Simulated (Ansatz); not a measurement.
PtPb (NiAs type)

```xyz
4
Lattice="4.3212 0.0000 0.0000 -2.1606 3.7423 0.0000 0.0000 0.0000 5.5203" Properties=species:S:1:pos:R:3 pbc="T T T"
Pt     0.0000     0.0000     2.7601
Pt     0.0000     0.0000     0.0000
Pb     0.0000     2.4948     1.3801
Pb     2.1606     1.2474     4.1402
```

Grid over V/V₀ and (c/a)/(c/a)₀, subscript 0 meaning the relaxed cell; the conventional c axis lies along z; no internal relaxation.

Calculation: r2SCAN (plane waves to 500 eV, PAW, scalar-relativistic; Ansatz, a first-principles code). k mesh 12×12×9 (Γ-centred), Fermi-Dirac smearing 0.05 eV. Stress and pressure are positive under compression. With partly filled bands, the response to shear is sensitive to the k mesh, so small differences along c/a are uncertain. PtPb is run without spin polarisation. PtPb was relaxed with its symmetry unable to fall. Spin-orbit coupling is left out, though Pb and Pt are heavy. 

Q: What P (GPa) does the calculation give at all points of the grid V/V₀ = 0.920, 0.947, 0.973, 1.000, 1.027, 1.053, 1.080 by (c/a)/(c/a)₀ = 0.920, 0.947, 0.973, 1.000, 1.027, 1.053, 1.080?

A: P (GPa), with V/V₀ across and (c/a)/(c/a)₀ down:

| (c/a)/(c/a)₀ \ V/V₀ | 0.920 | 0.947 | 0.973 | 1.000 | 1.027 | 1.053 | 1.080 |
|---|---|---|---|---|---|---|---|
| 0.920 | 14.9 | 10.1 | 6.0 | 2.5 | -0.3 | -2.7 | -4.7 |
| 0.947 | 13.4 | 8.7 | 4.7 | 1.4 | -1.4 | -3.7 | -5.6 |
| 0.973 | 12.3 | 7.7 | 3.8 | 0.6 | -2.1 | -4.3 | -6.2 |
| 1.000 | 11.5 | 6.9 | 3.2 | 0.0 | -2.6 | -4.8 | -6.6 |
| 1.027 | 11.0 | 6.5 | 2.8 | -0.3 | -2.9 | -5.1 | -6.8 |
| 1.053 | 10.7 | 6.3 | 2.6 | -0.5 | -3.0 | -5.2 | -6.9 |
| 1.080 | 10.6 | 6.2 | 2.6 | -0.5 | -3.0 | -5.1 | -6.9 |

(Under strain, the slope of the energy per volume gives the stress and its curvature an elastic modulus.)
